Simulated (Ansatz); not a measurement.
AlCu4 (P2_13): electronic heat capacity and spin susceptibility from the density of states

Computed with DFT PBEsol, scalar-relativistic, plane waves, PAW (Ansatz).

Settings: cutoff 420 eV, Γ-centred mesh 6×6×6 on the computed 20-atom cell, Gaussian smearing of 0.10 eV; no spin polarisation.

Relaxed cell: P2_13, a = 6.225 Å, b = 6.225 Å, c = 6.225 Å, α = 90.00°, β = 90.00°, γ = 90.00°, 20 atoms in the primitive cell. Whether it is the stable form of this composition wasn't checked.

The density of states at the Fermi level is 5.170 states/eV in the cell of 20 atoms (4 formula units; both spins, tetrahedra on a 9×9×9 mesh). Averaged over bins of 0.1 eV the density runs from 3.5 to 8.0 states/eV within 0.2 eV of the Fermi level, so the figure hangs on the exact place of that level.

Question: What Sommerfeld coefficient and Pauli susceptibility does this give?

Answer: Per formula unit N(E_F) = 1.293 states/eV. γ = (π²/3) k_B² N(E_F) N_A = 2.357 mJ/(mol K²) per state/eV, so γ = 3.0 mJ/(mol K²), a mole of formula units. χ_P = μ_B² N(E_F) N_A = 3.23×10⁻⁵ emu/mol per state/eV gives 4.2×10⁻⁵ emu/mol. This is the bare band result: a measured γ of the same phase is as a rule larger by a factor 1 + λ from phonons and spin fluctuations, the spin part of χ is larger by the Stoner factor, and a measured χ also holds orbital and core terms. N(E_F) at one energy is sensitive to the mesh where the density of states has sharp peaks.